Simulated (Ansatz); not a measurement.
Ti₃Sn: do energies and stresses tell the same story?

Level of theory: DFT PBEsol, scalar-relativistic, plane waves, PAW in Ansatz 0.2.0.

Cutoff 420 eV; k points 6×6×8 on the computed 8-atom cell (Γ-centred); Gaussian smearing, width 0.10 eV; no spin polarisation.

Relaxed cell: P6_3/mmc, a = 5.839 Å, b = 5.839 Å, c = 4.700 Å, α = 90.00°, β = 90.00°, γ = 120.00°, 8 atoms in the primitive cell. Whether it is the stable form of this composition wasn't checked.

Energies at zero smearing and pressures from the stress tensor, at volumes with shape and atoms relaxed:
| V (Å³/atom) | E − E(first) (meV/atom) | P (GPa) |
| --- | --- | --- |
| 16.309 | 0.00 | 8.89 |
| 16.829 | -20.85 | 4.13 |
| 17.350 | -27.34 | 0.03 |
| 17.870 | -21.46 | -3.48 |
| 18.391 | -5.01 | -6.51 |

Problem. Check P = −dE/dV between neighbouring volumes, and get the bulk modulus from the pressures alone.

Solution. With 1 eV/Å³ = 160.2 GPa:
| middle V (Å³/atom) | −ΔE/ΔV (GPa) | mean P (GPa) |
| --- | --- | --- |
| 16.569 | 6.417 | 6.514 |
| 17.090 | 1.998 | 2.081 |
| 17.610 | -1.810 | -1.727 |
| 18.131 | -5.064 | -4.996 |

The two differ by 0.10 GPa at most. The mean of two end pressures misses the average over a step by about ΔV² P″/12, up to 0.06 GPa here; with that taken off 0.04 GPa remains. The stress is the derivative of the free energy, not of the energy at zero smearing, and with free energies 0.01 GPa remains. Around V = 17.350 Å³/atom, the two neighbours give B = −V ΔP/ΔV = 17.350 × 7.62 / 1.041 = 126.9 GPa, against B0 = 126.3 GPa from the Birch–Murnaghan fit of the energies.

Cost: 6 runs of about 4.3 core-minutes in all, on Intel Xeon Platinum 8559C (Emerald Rapids) (shared hosts).